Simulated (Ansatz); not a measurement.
**Step by step: Si₂Mo, relaxation of cell and atoms**

The calculation used DFT, LDA, PAW with Ansatz's default frozen-core files, scalar-relativistic in Ansatz 0.2.0.

Command: `ansatz run input.yaml --threads 1 --pin off --max-ram 3072MiB --backend cpu --events-out ev --progress --plain --runs-dir out` The run took about 28 s on 1 thread of a shared machine.

```yaml
crystal:
  lattice:
    - [-1.5838372788, 1.5838372788, 3.8907952652]
    - [1.5838372788, -1.5838372788, 3.8907952652]
    - [1.5838372788, 1.5838372788, -3.8907952652]
  atoms:
    - { symbol: Si, position: [0.333, 0.333, 0.0] }
    - { symbol: Si, position: [0.667, 0.667, 0.0] }
    - { symbol: Mo, position: [0.0, 0.0, 0.0] }
kpoints:
  mp_grid: { grid: [14, 14, 14] }
scf:
  occupations: { method: fermi_dirac, width: 0.05 }
hamiltonian:
  xc: lda
  pseudopotentials: { kind: paw }
output:
  forces: true
  stress: true
  efg: { contact_densities: true }
relax:
  f_tol: 0.005
  max_steps: 80
  cell: {}
```

The geometry is COD entry 1010282, unchecked; take it as a test cell. It is an old determination, and later ones may differ. The listed cell was then made from it by scaling, straining or moving an atom.

The cutoff is 420 eV; energies and pressures of the walk include the program's estimate of the Pulay term. The PAW files were made with PBE; their cores are remade for this functional.

Each frame lists the cell vectors (Å), then Cartesian positions (Å) and forces (eV/Å). Free energies count from the first step, -6061.9188 eV.

The walk took 5 evaluations in all; steps that aren't listed are left out.

Step 1: E = 0.0 meV, P = 0.46 GPa

```
cell -1.5838 1.5838 3.8908 1.5838 -1.5838 3.8908 1.5838 1.5838 -3.8908
Si    0.0000    0.0000    2.5913     0.000   0.000   0.335
Si    0.0000    0.0000    5.1903     0.000   0.000  -0.335
Mo    0.0000    0.0000    0.0000     0.000   0.000   0.000
```

Step 2: E = -5.8 meV, P = 0.09 GPa

```
cell -1.5876 1.5876 3.8838 1.5876 -1.5876 3.8838 1.5876 1.5876 -3.8838
Si    0.0000    0.0000    2.5993     0.000   0.000   0.090
Si    0.0000    0.0000    5.1684     0.000   0.000  -0.090
Mo    0.0000    0.0000    0.0000     0.000   0.000   0.000
```

Step 3: E = -6.0 meV, P = 0.16 GPa

```
cell -1.5853 1.5853 3.8944 1.5853 -1.5853 3.8944 1.5853 1.5853 -3.8944
Si    0.0000    0.0000    2.6127     0.000   0.000  -0.031
Si    0.0000    0.0000    5.1760     0.000   0.000   0.031
Mo    0.0000    0.0000    0.0000     0.000   0.000   0.000
```

(1) How does the relaxation end?

## Answers

(1) It converges, with a = 3.174 Å, b = 3.174 Å, c = 7.778 Å, α = 90.00°, β = 90.00°, γ = 90.00° (conventional cell, space group I4/mmm). The last solve (on a basis chosen afresh for the final cell, so its energy is not quite comparable) gives E = -6.3 meV, P = -0.02 GPa:
```
cell -1.5871 1.5871 3.8889 1.5871 -1.5871 3.8889 1.5871 1.5871 -3.8889
Si    0.0000    0.0000    2.6074     0.000   0.000  -0.001
Si    0.0000    0.0000    5.1703     0.000   0.000   0.001
Mo    0.0000    0.0000    0.0000     0.000   0.000   0.000
```
